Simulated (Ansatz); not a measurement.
A relaxed 1×1 slab of 6 planes, cut along (111) from a bcc crystal of one element, has a cell area of 19.09 Å² and a bulk spacing of 0.958 Å between its first planes. All-electron LAPW in Ansatz 0.2.0 (PBE, scalar-relativistic, no spin polarisation) gives γ = 2.71 J/m², Φ = 3.68 eV and a change of the outer spacing of -23.1 %. The bcc structure needn't be the element's own.

Task: Which element is it?

Result: Ta. Other candidates weren't computed, and some may come near.
